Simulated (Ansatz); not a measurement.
## Density of states of TlPd$_{3}$

```
CELL_PARAMETERS angstrom
-2.09036 2.09036 3.79616
2.09036 -2.09036 3.79616
2.09036 2.09036 -3.79616
ATOMIC_POSITIONS crystal
Tl 0.00000 0.00000 0.00000
Pd 0.50000 0.50000 0.00000
Pd 0.75000 0.25000 0.50000
Pd 0.25000 0.75000 0.50000
```

The conventional cell has a = 4.181 Å, b = 4.181 Å, c = 7.592 Å, α = 90.00°, β = 90.00°, γ = 90.00°. Around Tl (atom 1) lie 12 Pd at 2.82 to 2.96 Å. Pd (atom 2) is surrounded by 8 Pd at 2.82 Å and 4 Tl at 2.96 Å. Pd (atom 3) has 4 Tl at 2.82 Å and 8 Pd at 2.82 to 2.96 Å as nearest neighbours.

The cell is the one relaxed in the Materials Project (mp-571030), not relaxed further here; entries there can be hypothetical.

Spin polarisation is left out, and whether a magnetic state lies lower isn't shown here.

No spin–orbit coupling, which matters for the heavy atoms here.

Computed with Ansatz 0.2.0, DFT, LDA, all-electron LAPW, scalar-relativistic.

Numerical set-up: a Γ-centred 12×12×12 k mesh, Fermi–Dirac smearing of 0.03 eV, basis error target 1 meV/atom, no spin polarisation.

Problem. Which of the resolved shells contributes most within 0.3 eV of the Fermi level?

Solution. Pd 4d, with 68 % of all states there; Tl 6p follows with 23 %.

Problem. Where is the centre of the filled Pd 4d states between -14 eV and the top of the filled states?

Solution. -2.39 eV from the Fermi level.

Problem. Tabulate the density of states.

Solution. States per eV and cell, averaged over 0.4 eV, from -5.4 to 4.0 eV, with energies (bin centres) from the Fermi level; empty bins are left out. The partial columns, the largest 3 alone, are projections on Löwdin-orthogonalised atomic shells (those that the program's projection atoms carry: the occupied ones and, for some elements, an empty d or f shell; other empty shells have no column), summed over atoms of an element. Weights on diffuse s and p shells depend on that basis and aren't pure angular character.
```
E (eV)  total  Pd 4d  Tl 6p  Tl 6s
  -5.3   0.08   0.03   0.04   0.00
  -4.9   2.12   1.01   1.00   0.03
  -4.5   2.55   1.41   1.01   0.03
  -4.1   3.08   2.38   0.62   0.01
  -3.7   9.08   8.14   0.71   0.04
  -3.3   8.38   7.77   0.40   0.04
  -2.9   6.98   6.42   0.40   0.04
  -2.5   7.44   6.80   0.44   0.06
  -2.1   6.45   5.94   0.34   0.06
  -1.7   7.65   7.14   0.26   0.09
  -1.3   9.38   8.90   0.27   0.09
  -0.9   5.83   5.46   0.18   0.09
  -0.5   6.80   6.38   0.24   0.08
  -0.1   1.99   1.43   0.41   0.07
   0.3   1.32   0.73   0.42   0.08
   0.7   1.22   0.57   0.46   0.08
   1.1   1.57   0.64   0.68   0.10
   1.5   1.40   0.47   0.65   0.11
   1.9   1.31   0.36   0.63   0.11
   2.3   1.23   0.27   0.59   0.10
   2.7   1.10   0.19   0.49   0.07
   3.1   0.88   0.14   0.43   0.04
   3.5   0.83   0.11   0.39   0.03
   3.9   1.38   0.15   0.44   0.06
```
